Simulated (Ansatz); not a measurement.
According to PBE (plane waves, PAW; program Ansatz), ReC in the zinc blende structure (F-43m) relaxes to a = 4.637 Å. Re has 4 nearest neighbours from 2.01 Å (tetrahedral); C has 4 nearest neighbours from 2.01 Å (tetrahedral). Against the elements it lies at 0.73 eV/atom, with no fitted shifts.

Electronic character: metallic (no gap). Gap from PBE with spin–orbit coupling: none (metallic).

An equation-of-state fit gives a bulk modulus of 281 GPa.

The start of the workflow was typed in or built on a structure type; neither database checked (COD, Materials Project) lists it. Its standing as an ambient phase is unchecked. Symmetry was held in the PBE relaxation; its stability against distortions is not shown here. No spin polarisation was allowed. Its formation energy is positive at this level, so the cell may be metastable or incomplete. The references are the lowest solids computed at this level, not always the standard phases. Scalar-relativistic: spin–orbit coupling is off unless named, which matters more the heavier the elements.

Potentials: the earlier of the program's two PAW sets.
